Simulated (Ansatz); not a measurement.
LaPt₂ (cubic Laves (MgCu2 type), Fd-3m) at seven volumes, the program Ansatz at the r²SCAN level (PAW), scaled uniformly. One row is withheld.

```json
[
 {"V (Å³/atom)": "18.150", "P (GPa)": "18.41"},
 {"V (Å³/atom)": "18.748", "P (GPa)": "11.19"},
 {"V (Å³/atom)": "19.347", "P (GPa)": "?"},
 {"V (Å³/atom)": "19.945", "P (GPa)": "-0.01"},
 {"V (Å³/atom)": "20.543", "P (GPa)": "-4.31"},
 {"V (Å³/atom)": "21.142", "P (GPa)": "-7.91"},
 {"V (Å³/atom)": "21.740", "P (GPa)": "-10.92"}
]
```

Task: Fit the shown pressures and predict the withheld one.

Result: Third-order Birch–Murnaghan: P = (3/2)B₀(x^(7/2) − x^(5/2))[1 + (3/4)(B′ − 4)(x − 1)] with x = (V₀/V)^(2/3). Least squares on the six rows gives V₀ = 19.944 Å³/atom, B₀ = 155.8 GPa, B′ = 4.80. At V = 19.347, x = 1.0205 and P = 5.09 GPa. The run itself gave 5.11 GPa.

The workflow started from an entry of the Crystallography Open Database (COD). Whether it is the stable phase at ambient conditions was not checked. The r²SCAN relaxation kept the symmetry of its start; its stability against distortions is not shown here. No spin polarisation was allowed. Scalar-relativistic: spin–orbit coupling is off unless named, which matters more the heavier the elements.

Potentials: the later of the program's two PAW sets.
